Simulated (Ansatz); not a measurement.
## SiMo3: random displacements

Method: Ansatz, DFT PBEsol, scalar-relativistic, plane waves, PAW. Settings: plane waves to 420 eV, k-mesh 8×8×8 (Γ-centred), Gaussian smearing 0.15 eV. No spin polarisation. Energies are free energies at this smearing, counted from the undisturbed cell; pressure is positive in compression.

The undisturbed cell (relaxed at this level; it needn't be the usual structure):

```yaml
crystal:
  lattice:
    - [4.86159, 0.00000, 0.00000]
    - [0.00000, 4.86159, 0.00000]
    - [0.00000, 0.00000, 4.86159]
  atoms:
    - { symbol: Si, position: [0.00000, 0.00000, 0.00000] }
    - { symbol: Si, position: [0.50000, 0.50000, 0.50000] }
    - { symbol: Mo, position: [0.25000, 0.00000, 0.50000] }
    - { symbol: Mo, position: [0.50000, 0.75000, 0.00000] }
    - { symbol: Mo, position: [0.75000, 0.00000, 0.50000] }
    - { symbol: Mo, position: [0.50000, 0.25000, 0.00000] }
    - { symbol: Mo, position: [0.00000, 0.50000, 0.75000] }
    - { symbol: Mo, position: [0.00000, 0.50000, 0.25000] }
```

The atoms are displaced (Å, in the unstrained cell):

```tsv
atom	ux	uy	uz
Si1	0.101	-0.100	-0.043
Si2	-0.038	0.058	0.109
Mo3	-0.072	-0.166	0.080
Mo4	0.023	0.162	-0.137
Mo5	-0.007	0.047	0.059
Mo6	-0.042	0.064	0.009
Mo7	-0.032	-0.152	0.008
Mo8	0.066	0.088	-0.085
```

The cell is not strained.

**Question.** What are the energy change, the stress and the forces?

**Answer.** ΔE = 160.8 meV/atom; stress (xx, yy, zz, yz, xz, xy; compression positive) (4.00, 6.24, 5.65, -0.49, -0.67, -0.20) GPa.
| atom | Fx (eV/Å) | Fy | Fz |
| --- | --- | --- | --- |
| Si1 | -1.20 | 0.91 | 0.95 |
| Si2 | 0.56 | -1.18 | -1.50 |
| Mo3 | 1.09 | 2.60 | -1.84 |
| Mo4 | 0.38 | -2.27 | 2.60 |
| Mo5 | -0.66 | -0.54 | -1.20 |
| Mo6 | 0.67 | 0.73 | 0.38 |
| Mo7 | 0.27 | 1.61 | -0.96 |
| Mo8 | -1.11 | -1.86 | 1.58 |

Cost: 1 run of about 1.7 core-minutes, on Intel Xeon Platinum 8488C (Sapphire Rapids) (shared hosts).